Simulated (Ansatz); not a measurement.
Starting cell, TiAl3 (D022 type, space group I4/mmm):

```yaml
crystal:
  lattice:
    - [-1.91209, 1.91209, 4.28030]
    - [1.91209, -1.91209, 4.28030]
    - [1.91209, 1.91209, -4.28030]
  atoms:
    - { symbol: Al, position: [0.50000, 0.50000, 0.00000] }
    - { symbol: Al, position: [0.75000, 0.25000, 0.50000] }
    - { symbol: Al, position: [0.25000, 0.75000, 0.50000] }
    - { symbol: Ti, position: [0.00000, 0.00000, 0.00000] }
```

Scan: atom 2 (Al, nearest neighbour Al at 2.704 Å; its periodic images, 3.8 Å or more away, move with it) is displaced towards the nearest neighbour, direction (-0.707, -0.707, 0.000) in Cartesian axes, by s. The other atoms stay.

All values below come from r2SCAN (plane waves to 500 eV, PAW, scalar-relativistic; Ansatz, a first-principles code). k mesh 14×14×14 (Γ-centred), Fermi-Dirac smearing 0.05 eV. Energies are smeared free energies. With partly filled bands, energies and forces of such displacements shift with the k mesh and the smearing. TiAl3 is run without spin polarisation. TiAl3 was relaxed with its symmetry unable to fall. ΔE is measured from the undisplaced structure.

### Question
Give the computed ΔE (eV/cell) at s (Å) = -0.540, -0.324, -0.216, -0.108, 0.108, 0.540.

### Answer
```csv
s (Å),ΔE (eV/cell)
-0.540,1.371
-0.324,0.434
-0.216,0.185
-0.108,0.045
0.108,0.045
0.540,1.371
```

(A displaced cell: forces are minus the slopes of the energy, force constants its curvatures, and phonons follow from these.)
